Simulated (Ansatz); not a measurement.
Values for one crystal, relaxed and computed with plane-wave PAW PBE (Ansatz code); other levels are named.

| Quantity | Value |
|---|---|
| Volume per atom | 16.78 Å³ |
| Electronic character | metallic (no gap) |
| Formation energy from the elements (no fitted shifts) | 0.089 eV/atom |
| Bulk modulus (Birch–Murnaghan fit) | 151 GPa |
| Gap with spin–orbit coupling | none (metallic) |
| Pressure derivative B′ | 4.1 |
| Density of states at the Fermi level | 1.0 states/eV per atom (mean over ±0.08 eV) |

Problem. Which of these materials gives this?
A) TaAl, CsCl type
B) ZrMo, CsCl type
C) AlRu, CsCl type
D) AlIr, Cmcm (Al on 4c, Ir on 4c)

Solution. A, TaAl, CsCl type

Space group Pm-3m (CsCl type). The start of the workflow was typed in or built on a structure type; neither database checked (COD, Materials Project) lists it. Whether it is the stable phase at ambient conditions was not checked. Symmetry was held in the PBE relaxation; whether a distortion lowers the energy is not shown. No spin polarisation was allowed. The references are the lowest solids computed at this level, not always the standard phases. Spin–orbit coupling is left out wherever it is not named.

Potentials: the earlier of the program's two PAW sets.
